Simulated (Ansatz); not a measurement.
According to DFT-PBE in the program Ansatz with PAW potentials, Ga in the α-Ga structure (Cmce) relaxes to a = 4.582 Å, b = 7.743 Å, c = 4.583 Å.

Electronic character: metallic (no gap). Gap from PBE with spin–orbit coupling: none (metallic).

The bulk modulus is 48.1 GPa.

The cell was relaxed with PBE under the symmetry of its start. Axis ratios of metals converge slowly with the k-mesh, so a and c are less sure than the volume. Scalar-relativistic: spin–orbit coupling is off unless named, which matters more the heavier the elements.

Potentials: the earlier of the program's two PAW sets.
